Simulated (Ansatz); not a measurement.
Suppose Zr4Al takes space group Pm-3m (No. 221), with Zr on 3c and 1b; Al on 1a.

The calculation used Ansatz, DFT PBE, scalar-relativistic, plane waves, PAW. Cutoff 420 eV, Γ-centred mesh, Gaussian smearing, no spin polarisation.

Formation energies are uncorrected and refer to the elements' standard structures at the same level.

Q: Predict the relaxed structure.

A:

Space group Pm-3m (No. 221). a = 5.080 Å, b = 5.080 Å, c = 5.080 Å, α = 90.00°, β = 90.00°, γ = 90.00°
```csv
atom,site,symmetry,x,y,z
Zr,3c,4/mm.m,0.0000,0.5000,0.5000
Zr,1b,m-3m,0.5000,0.5000,0.5000
Al,1a,m-3m,0.0000,0.0000,0.0000
```

Zr on a site of symmetry 4/mmm is surrounded by 2 Zr at 2.54 Å, 4 Al at 3.59 Å and 8 Zr at 3.59 Å; Zr on a site of symmetry m-3m is surrounded by 6 Zr at 2.54 Å; Al is surrounded by 12 Zr at 3.59 Å.

Q: And its energy and gap?

A: The energy over the elements is +1.04 eV/atom and the gap on the 8×8×8 mesh of the 5-atom cell is 0 eV (a metal). A positive value: parting into the elements would lower its energy.

The last run used Gaussian smearing of 0.10 eV. The cell is a metal run without spin; a magnetic state may lie lower. Symmetry constrained the relaxation, so the result can be a saddle point.
